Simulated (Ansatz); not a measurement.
Squeezing YTl

```
Y Tl
1.0
     3.77760    0.00000    0.00000
     0.00000    3.77760    0.00000
     0.00000    0.00000    3.77760
Y Tl
1 1
Cartesian
  1.8888 1.8888 1.8888
  0.0000 0.0000 0.0000
```

The base volume is that of a database entry, with shape and atoms relaxed on PAW files at held volume, so it needn't be at zero pressure; the structure needn't be the stable phase, at rest or compressed.

Its volume is scaled, and at each volume shape and atoms are relaxed on PAW files; all methods then take that cell.

All numbers are PBEsol results (scalar-relativistic) from Ansatz 0.2.0, with a Γ-centred 10×10×10 k mesh, Fermi–Dirac smearing of 0.05 eV, no spin polarisation. Methods: LAPW: all electrons, basis error target 1 meV/atom; PAW: frozen-core files, cutoff 420 eV; crystal datasets: all electrons, by PAW datasets that the program makes for each cell.

Energies are extrapolated to zero smearing and count from the unscaled cell; pressure is positive in compression; gaps take the mesh and a band path. No temperature or zero-point motion is included.

Spin–orbit coupling is left out, which matters for the heavy atoms. The PAW files were made under PBE.

| V/V0 | V (Å³/atom) | P LAPW (GPa) | ΔE LAPW (eV/atom) | P PAW − LAPW (GPa) | ΔE PAW − LAPW (meV/atom) | space group | shortest distance (Å) |
| --- | --- | --- | --- | --- | --- | --- | --- |
| 1.00 | 26.95 | -1.81 | 0.000 | -0.01 | 0.0 | Pm-3m | 3.272 |
| 0.75 | 20.22 | 28.7 | ? | -0.02 | -0.5 | Pm-3m | 2.972 |
| 0.50 | 13.48 | 181.3 | 3.967 | 0.11 | 0.4 | Pm-3m | 2.597 |
| 0.45 | 12.13 | 259.9 | 5.796 | 0.29 | 1.9 | Pm-3m | 2.507 |

Task: Give the missing entry: row "0.75", column "ΔE LAPW (eV/atom)".

Result: 0.406.

Task: At the smallest volume, how far do crystal datasets lie from LAPW in pressure?

Result: crystal datasets: 0.00 GPa, on a LAPW pressure of 259.9 GPa.

Task: How do the Löwdin populations by LAPW change from the unscaled cell to the last row?

Result: Y 4s 1.94 → 1.80, Y 5s 0.42 → 0.36, Y 4p 5.97 → 5.81, Y 4d 2.08 → 3.65, Tl 5s 1.98 → 1.91, Tl 6s 1.38 → 0.93, Tl 5p 5.99 → 5.94, Tl 6p 2.28 → 1.76, Tl 5d 9.94 → 9.79 electrons an atom. These are projections on the shells that the free atoms fill; 0.02 e a cell lies outside them at the start and 0.06 e at the end.
